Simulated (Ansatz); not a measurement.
Here is the system:

Ge:
```cif
data_Ge2
_chemical_formula_sum 'Ge2'
_space_group_name_H-M_alt 'P 1'
_space_group_IT_number 1
_cell_length_a 4.01167
_cell_length_b 4.01167
_cell_length_c 4.01167
_cell_angle_alpha 60.000
_cell_angle_beta 60.000
_cell_angle_gamma 60.000
loop_
_space_group_symop_operation_xyz
  'x, y, z'
loop_
_atom_site_label
_atom_site_type_symbol
_atom_site_fract_x
_atom_site_fract_y
_atom_site_fract_z
_atom_site_occupancy
Ge1 Ge 0.50000 0.50000 0.50000 1
Ge2 Ge 0.75000 0.75000 0.75000 1
```

This is the r²SCAN-relaxed structure.

### Question
All from the program Ansatz at the r²SCAN level (PAW), unless another level is named. Predict the band gap.

### Answer
0.36 eV (direct).

### Question
Next, the valence-band maximum?

### Answer
at Γ.

Space group Fd-3m (diamond). The cell was relaxed with r²SCAN under the symmetry of its start. Spin–orbit coupling is left out wherever it is not named.

Potentials: the later of the program's two PAW sets.
